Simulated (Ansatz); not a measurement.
## How far do frozen cores hold at 0.4 of the volume?

Ansatz 0.2.0 under LDA, scalar-relativistic: all-electron LAPW against the default frozen-core PAW files (made under PBE) and norm-conserving files, on the same cells and meshes. Each crystal is compressed to 0.4 of its own relaxed volume, with k spacings near 0.17 Å⁻¹ and smearing of 0.05 to 0.1 eV; crystals with Cr, Mn, Fe, Co, Ni, Eu or Gd start ferromagnetic, the others run without spin. The structure types needn't be the stable ones.

**Question.** For which of PIr (rocksalt), Au (bcc), Se (bcc), Co (diamond) does the PAW pressure depart most from LAPW, and by how much?

**Answer.** Co (diamond), by -3.12 %. All values:

| crystal | V (Å³/atom) | P LAPW (GPa) | PAW − LAPW (%) | energy rise, PAW − LAPW (meV/atom) | norm-conserving − LAPW (%) |
| --- | --- | --- | --- | --- | --- |
| PIr (rocksalt) | 5.71 | 1623 | 0.36 | 51 | -1.50 |
| Au (bcc) | 6.65 | 1908 | -0.10 | -4 | -0.14 |
| Se (bcc) | 7.60 | 581.9 | -0.12 | -8 | 0.36 |
| Co (diamond) | 5.51 | 1170 | -3.12 | -117 | -2.07 |
